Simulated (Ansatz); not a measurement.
Consider the following.

BAs:
```
BAs
1.0
    0.00000     2.28536     2.28536
    2.28536     0.00000     2.28536
    2.28536     2.28536     0.00000
B As
1 1
Direct
  0.00000   0.00000   0.00000
  0.50000   0.50000   0.50000
```

This is the PBEsol-relaxed structure.

All from DFT-PBEsol in the program Ansatz with PAW potentials, unless another level is named. Predict the electronic character.

metallic (no gap).

And the density of states at the Fermi level?

0.37 states/eV per atom (mean over ±0.08 eV).

And the formation energy from the elements (no fitted shifts)?

0.80 eV/atom.

Space group Fm-3m (rock salt). The start of the workflow was typed in or built on a structure type; neither database checked (COD, Materials Project) lists it. It is not the phase usual at ambient conditions (space group No. 216). The cell was relaxed with PBEsol under the symmetry of its start. At this level the phase is dynamically unstable (imaginary phonons). Its formation energy is positive at this level, so the cell may be metastable or incomplete. The references are the lowest solids computed at this level, not always the standard phases. Scalar-relativistic: spin–orbit coupling is off unless named, which matters more the heavier the elements.

Potentials: the later of the program's two PAW sets.
